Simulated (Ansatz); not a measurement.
Input and command of a plane-wave DFT calculation in Ansatz:

```yaml
crystal:
  lattice:
    - [0.0, -6.6300343037, 0.0]
    - [0.0, 0.0, -3.3123213854]
    - [19.2600686075, 0.0, 0.0]
  atoms:
    - { symbol: Si, position: [0.3657670118, 1.0, 0.4765046472] }
    - { symbol: Si, position: [0.3657670118, 1.0, 0.1322673322] }
    - { symbol: Si, position: [0.6342329882, 0.0, 0.0398513253] }
    - { symbol: Si, position: [0.6342329882, 0.0, 0.3840886403] }
    - { symbol: Si, position: [0.1342329882, 0.0, 0.6486233047] }
    - { symbol: Si, position: [0.1342329882, 0.0, 0.3043859897] }
    - { symbol: Si, position: [0.8657670118, 0.0, 0.5562072978] }
    - { symbol: Si, position: [0.8657670118, 0.0, 0.2119699828] }
    - { symbol: W, position: [0.5, 1.0, 0.6024153012] }
    - { symbol: W, position: [0.5, 1.0, 0.2581779862] }
    - { symbol: W, position: [0.0, 0.0, 0.0860593287] }
    - { symbol: W, position: [0.0, 0.0, 0.4302966437] }
    - { symbol: W, position: [0.8404880297, 0.5, 0.6573252735] }
    - { symbol: W, position: [0.8404880297, 0.5, 0.3130879586] }
    - { symbol: W, position: [0.1595119703, 0.5, 0.5475053289] }
    - { symbol: W, position: [0.1595119703, 0.5, 0.2032680139] }
    - { symbol: W, position: [0.6595119703, 0.5, 0.4852066161] }
    - { symbol: W, position: [0.6595119703, 0.5, 0.1409693011] }
    - { symbol: W, position: [0.3404880297, 0.5, 0.0311493564] }
    - { symbol: W, position: [0.3404880297, 0.5, 0.3753866714] }
basis:
  ecutwfc: 420
kpoints:
  mp_grid: { grid: [6, 12, 3] }
hamiltonian:
  xc: pbe
scf:
  occupations: { method: gaussian, width: 0.15 }
output:
  forces: true
  stress: true
  eigenvalues: true
```

```bash
ansatz run input.yaml --threads 2 --pin off --max-ram 5120MiB --backend cpu --events-out ev --progress --plain --runs-dir out
```

Processor: Intel(R) Xeon(R) Processor @ 2.70GHz, 2 threads, on a host shared with other jobs.

**Question.** Estimate time, memory and problem size.

**Answer.** About 3 min on 2 threads of Intel(R) Xeon(R) Processor @ 2.70GHz, on a shared host, peak memory 2.1 GiB. It solves 120 bands at 56 k points (the mesh reduced by symmetry) with about 8285 plane waves, in 8 SCF iterations.
